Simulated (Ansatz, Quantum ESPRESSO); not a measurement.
Given: the input of a run of Quantum ESPRESSO 7.5 on BPd4. Atoms were shifted at random by some hundredths of an Å from the given cell, which wasn't relaxed again for these runs. The cell comes from a database or a generator and needn't be the stable form of this composition.

The input pw.in:

```
&CONTROL
  calculation = 'scf'
  prefix = 'pwscf'
  outdir = './tmp'
  pseudo_dir = './pseudo'
  tprnfor = .true.
  tstress = .true.
  disk_io = 'nowf'
/
&SYSTEM
  ibrav = 0
  nat = 5
  ntyp = 2
  ecutwfc = 60
  ecutrho = 440
  nbnd = 49
  occupations = 'smearing'
  smearing = 'fd'
  degauss = 0.00367493
/
&ELECTRONS
  conv_thr = 1d-09
  electron_maxstep = 120
  mixing_beta = 0.5
/
ATOMIC_SPECIES
Pd   106.4200 Pd_ONCV_PBE-1.0.oncvpsp.upf
B     10.8100 b_pbe_v1.4.uspp.F.UPF
CELL_PARAMETERS angstrom
   2.8920299704    0.0000000000    0.0000000000
   0.0000000000    4.3650077954    0.0000000000
   0.0000000000    0.0000000000    5.8563150000
ATOMIC_POSITIONS crystal
Pd     0.4997860000   -0.0013280000    0.1979700000
Pd     0.0072420000   -0.0162850000    0.6056660000
Pd     0.0008850000    0.5186000000    0.3229410000
Pd     0.5020220000    0.5034260000    0.8645260000
B      0.4972590000   -0.0053940000    0.8653290000
K_POINTS automatic
9 6 5 0 0 0
```

Potentials or basis: SSSP 1.3 efficiency PBE.

Command:

```bash
$ OMP_NUM_THREADS=1 pw.x -in pw.in > pw.out
```

Question: Translate it to Ansatz 0.2.0. Potentials or basis there: Ansatz PAW, cutoff 420 eV.

Answer: As run (cutoffs and basis follow the program's own potentials, and thresholds, step limits or extra output files can differ):

The input input.yaml:

```yaml
crystal:
  lattice:
    - [2.8920299704, 0.0, 0.0]
    - [0.0, 4.3650077954, 0.0]
    - [0.0, 0.0, 5.856315]
  atoms:
    - { symbol: Pd, position: [0.499786, -0.001328, 0.19797] }
    - { symbol: Pd, position: [0.007242, -0.016285, 0.605666] }
    - { symbol: Pd, position: [0.000885, 0.5186, 0.322941] }
    - { symbol: Pd, position: [0.502022, 0.503426, 0.864526] }
    - { symbol: B, position: [0.497259, -0.005394, 0.865329] }
hamiltonian:
  xc: pbe
  pseudopotentials: { kind: paw }
kpoints:
  mp_grid: { grid: [9, 6, 5] }
scf:
  occupations: { method: fermi_dirac, width: 0.05 }
output:
  forces: true
  stress: true
  eigenvalues: true
  write_density: true
  write_potential: true
  elf: true
  volumetric_format: npy
```

Potentials or basis: Ansatz PAW.

Command:

```bash
$ ansatz run input.yaml --threads 2 --pin off --max-ram 5120MiB --backend cpu --events-out ev --progress --plain --runs-dir out
```

Both were run:

|  | Quantum ESPRESSO | Ansatz |
| --- | --- | --- |
| Pressure | -1.3 GPa | -1.1 GPa |
| Largest force | 1.430 eV/Å | 1.427 eV/Å |
| Energy over the undisturbed cell | 27.9 meV/atom | 27.9 meV/atom |

Ansatz's pressure holds a Pulay term of +0.09 GPa for its cutoff of 420 eV, which the other run lacks.

Where Ansatz's input types no cutoff or centring, it takes its own default and a Γ-centred mesh.

Pressure is positive in compression.
